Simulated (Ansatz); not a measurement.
**MnSe (F-43m), two-dimensional strain map**

The calculation used Ansatz 0.2.0, DFT r2SCAN, scalar-relativistic, plane waves, PAW. Cutoff 500 eV, Γ-centred 10×10×10 k-points, Gaussian smearing of 0.05 eV. Collinear spins, started from moments 4.8, 0.0 μB in atom order; the magnetic state may not be the lowest. Energies are free energies at this smearing, counted from the undisturbed cell; pressure is positive in compression.

The undisturbed cell (as given, not relaxed at this level; it stands at 3.3 GPa; this zinc-blende form isn't the usual structure):

```xyz
2
Lattice="0.0000 2.9100 2.9100 2.9100 0.0000 2.9100 2.9100 2.9100 0.0000" Properties=species:S:1:pos:R:3 pbc="T T T"
Mn    0.0000    0.0000    0.0000
Se    4.3650    4.3650    4.3650
```

The cell is strained by p along both x and y and by q along z, fractional coordinates fixed. Points are written (p, q).

Energy above the undisturbed cell in meV/atom (a dash: not computed):

| p \ q | -0.080 | -0.040 | 0.000 | 0.040 | 0.080 |
| --- | --- | --- | --- | --- | --- |
| -0.080 | 453.1 | ? | 233.5 | 154.9 | 101.4 |
| -0.040 | 230.0 | – | – | – | – |
| 0.000 | ? | – | 0.0 | – | ? |
| 0.080 | 9.0 | – | 37.2 | – | 112.2 |

(1) Fill in the withheld energies.

Answers

(1) (-0.080, -0.040): 334.8; (0.000, -0.080): 79.7; (0.000, 0.080): -3.2.